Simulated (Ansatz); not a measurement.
CaAu$_{5}$:
```
CELL_PARAMETERS angstrom
      0.00000     3.89736     3.89736
      3.89736     0.00000     3.89736
      3.89736     3.89736     0.00000
ATOMIC_POSITIONS crystal
  Ca 0.00000 0.00000 0.00000
  Au 0.12594 0.62469 0.62469
  Au 0.62469 0.62469 0.62469
  Au 0.62469 0.62469 0.12594
  Au 0.62469 0.12594 0.62469
  Au 0.25000 0.25000 0.25000
```

Relaxed with r²SCAN. Special points in fractions of this cell's reciprocal vectors: Γ (0.000, 0.000, 0.000); X (0.500, 0.000, 0.500); U (0.625, 0.250, 0.625); K (0.375, 0.375, 0.750); L (0.500, 0.500, 0.500); W (0.500, 0.250, 0.750).

Problem. List the band energies nearest the Fermi level at these points for DFT-r²SCAN in the program Ansatz with PAW potentials.

Solution. In eV from the Fermi level; about four levels below and three above (degenerate sets whole), none deeper than 8.9 eV; points with the same levels are listed once.

```json
[
 {"k": "Γ", "below": "-1.90 -1.90 -1.90 -0.55", "above": "0.18 0.18 0.18"},
 {"k": "X", "below": "-3.30 -3.30 -3.04 -3.00 -1.73", "above": "0.12 0.12 1.22"},
 {"k": "U", "below": "-3.01 -2.93 -2.39 -0.22", "above": "0.27 2.64 3.29"},
 {"k": "L", "below": "-3.15 -3.15 -1.90 -0.60", "above": "0.73 0.73 2.21 2.21"},
 {"k": "W", "below": "-2.82 -2.77 -2.39 -1.52", "above": "1.95 1.95 3.09"}
]
```

Space group F-43m. The first step of the workflow began from a Materials Project structure, measured or hypothetical; the Crystallography Open Database files this formula in space group No. 216, but the cells were not matched. Whether it is the stable phase at ambient conditions was not checked. Symmetry was held in the r²SCAN relaxation; its stability against distortions is not shown here. Scalar-relativistic: spin–orbit coupling is off unless named, which matters more the heavier the elements.

Potentials: the later of the program's two PAW sets.
